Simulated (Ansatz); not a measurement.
Consider the following.

GaAs:
```
CELL_PARAMETERS angstrom
      3.99394     0.00000     0.00000
     -1.99697     3.45885     0.00000
      0.00000     0.00000     6.58583
ATOMIC_POSITIONS crystal
  Ga 0.33333 0.66667 0.00007
  Ga 0.66667 0.33333 0.50007
  As 0.33333 0.66667 0.37393
  As 0.66667 0.33333 0.87393
```

This is the r²SCAN-relaxed structure. x, y and z are the axes in which the lattice vectors are written.

Task: All from r²SCAN (plane waves, PAW; program Ansatz), unless another level is named. Give the electron effective mass.

Result: 0.050, 0.058, 0.058 mₑ (principal values).

Task: Give the electron effective mass with spin–orbit coupling.

Result: 0.048, 0.057, 0.057 mₑ (principal values).

Task: Next, the hole effective mass, band 2 of 2 at the edge?

Result: 0.053 along x, 0.80 along z (mₑ).

Task: What about the HSE06 gap on the r²SCAN cell?

Result: 1.36 eV.

Task: And the weight of the valence-edge state by species (Voronoi cells)?

Result: As 77 %, Ga 23 %.

Space group P6_3mc (wurtzite). The workflow started from a Materials Project entry (that database holds measured and hypothetical structures alike); the Crystallography Open Database copy checked does not list it. It is not the phase usual at ambient conditions (space group No. 216). The cell was relaxed with r²SCAN under the symmetry of its start; whether a distortion lowers the energy is not shown. Scalar-relativistic: spin–orbit coupling is off unless named, which matters more the heavier the elements.

Potentials: the later of the program's two PAW sets.
